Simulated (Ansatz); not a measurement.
SiC:
```
SiC
1.0
    5.78741     0.00000     0.00000
    0.00000     3.12484     0.00000
    0.00000     0.00000     5.18329
Si C
4 4
Direct
  0.15934   0.25000   0.40434
  0.34066   0.75000   0.90434
  0.84066   0.75000   0.59566
  0.65934   0.25000   0.09566
  0.82350   0.25000   0.39684
  0.67650   0.75000   0.89684
  0.17650   0.75000   0.60316
  0.32350   0.25000   0.10316
```

Relaxed with r²SCAN.

### Question
Give the Bader charges and basin volumes of the independent atoms, plane-wave PAW r²SCAN (Ansatz code).

### Answer


```tsv
atom	Bader charge (e)	Bader volume (Å³)
Si1	+2.89	4.6
C5	-2.89	18.8
```

Space group Pnma. The start of the workflow was typed in or built on a structure type; neither database checked (COD, Materials Project) lists it. It is not the phase usual at ambient conditions (space group No. 186, 216). Symmetry was held in the r²SCAN relaxation; its stability against distortions is not shown here.

Potentials: the later of the program's two PAW sets.
